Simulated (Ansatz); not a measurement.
A distorted cell of SrVO₃ (cubic perovskite):

```xyz
5
Lattice="3.7635 0.0000 0.0000 0.0000 3.7635 0.0000 0.0000 0.0000 4.2151" Properties=species:S:1:pos:R:3 pbc="T T T"
Sr     0.0000     0.0000     0.0000
V      1.8817     1.8817     2.1076
O      0.0000     1.8817     2.1076
O      1.8817     1.8817     0.0000
O      1.8817     0.0000     2.1076
```

All values below come from PBE (plane waves to 420 eV, PAW, scalar-relativistic; Ansatz, a first-principles code). k mesh 12×12×12 (Γ-centred), Fermi-Dirac smearing 0.05 eV. Energies are smeared free energies. Stress and pressure are positive under compression. With partly filled bands, the response to shear is sensitive to the k mesh, so small differences along c/a are uncertain. SrVO3 is run without spin polarisation and with no Hubbard U. SrVO3 was relaxed with its symmetry unable to fall.

Question: Give the stress tensor in GPa and the pressure.

Answer: 
```
    2.1      0.0      0.0
    0.0      2.1      0.0
    0.0      0.0    -14.3
```
The pressure, a third of the trace, is -3.4 GPa.

Question: It is the relaxed cell deformed to V/V₀ = 1.040, (c/a)/(c/a)₀ = 1.120, c along z, fractional positions held. What is its energy relative to the relaxed cell?

Answer: 57 meV/atom.

(Under strain, the slope of the energy per volume gives the stress and its curvature an elastic modulus.)
